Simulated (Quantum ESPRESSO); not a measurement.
**Kohn-Sham bands of NbAs (I4₁md)**

```yaml
crystal:
  lattice:
    - [0.00000, -3.46654, 0.00000]
    - [3.46654, 0.00000, 0.00000]
    - [-1.73327, 1.73327, 5.90503]
  atoms:
    - { symbol: Nb, position: [0.49972, 0.49972, 0.99944] }
    - { symbol: Nb, position: [0.24972, 0.74972, 0.49944] }
    - { symbol: As, position: [0.91728, 0.91728, 0.83456] }
    - { symbol: As, position: [0.66728, 0.16728, 0.33456] }
```

Materials Project entry mp-2059; symmetrised, unrelaxed at this level. COD (Crystallography Open Database) has an entry of this formula and space group (matched by these alone). Level: PBE, no spin polarisation, no spin-orbit coupling; pw.x of Quantum ESPRESSO at 68 Ry with PseudoDojo potentials, 6×6×6 k-points, Wannier90. Density: 10×10×10 mesh, cold smearing 0.01 Ry. Spin-orbit coupling, left out, would split the p-like bands by a few tenths of an eV.

List the Kohn-Sham levels between −8 and 3.0 eV relative to the Fermi level at the high-symmetry points, as a band run of pw.x on that density gives them (levels within 2 meV counted together).


```json
[
 {"point": "Γ", "k (reciprocal lattice)": "0.000 0.000 0.000", "levels (eV)": "-6.09, -2.79, -2.17 (×2), -2.01, -1.68, -1.36 (×2), 0.71, 1.25, 2.35, 2.93 (×2)"},
 {"point": "X", "k (reciprocal lattice)": "-0.500 0.500 0.000", "levels (eV)": "-4.91 (×2), -4.58 (×2), -2.80 (×2), -0.58 (×2), 2.37 (×2), 2.60 (×2)"},
 {"point": "P", "k (reciprocal lattice)": "-0.500 0.500 0.250", "levels (eV)": "-4.95 (×2), -4.53 (×2), -2.82 (×2), -0.56 (×2), 2.38 (×2), 2.55 (×2)"},
 {"point": "N", "k (reciprocal lattice)": "0.000 0.500 0.000", "levels (eV)": "-6.13, -5.40, -3.34, -3.10, -2.20, -1.82, -1.38, -0.12, 0.07, 1.15, 2.09, 2.19, 2.70"},
 {"point": "M", "k (reciprocal lattice)": "0.000 0.000 0.500", "levels (eV)": "-3.97 (×2), -2.59 (×2), -2.44 (×2), -0.53 (×2), 0.97 (×2), 1.87 (×2)"},
 {"point": "S", "k (reciprocal lattice)": "0.000 0.457 0.272", "levels (eV)": "-6.19, -5.24, -3.27, -3.07, -2.18, -2.07, -1.40, -0.12, 0.14, 1.40, 1.98, 2.34, 2.64"},
 {"point": "S_0", "k (reciprocal lattice)": "0.000 0.543 -0.272", "levels (eV)": "-6.19, -5.24, -3.27, -3.07, -2.18, -2.07, -1.40, -0.12, 0.14, 1.40, 1.98, 2.34, 2.64"},
 {"point": "R", "k (reciprocal lattice)": "-0.457 0.543 -0.043", "levels (eV)": "-4.96 (×2), -4.52 (×2), -2.77 (×2), -0.62 (×2), 2.24 (×2), 2.62 (×2)"},
 {"point": "G", "k (reciprocal lattice)": "-0.457 0.457 0.500", "levels (eV)": "-4.96 (×2), -4.52 (×2), -2.77 (×2), -0.62 (×2), 2.24 (×2), 2.62 (×2)"}
]
```
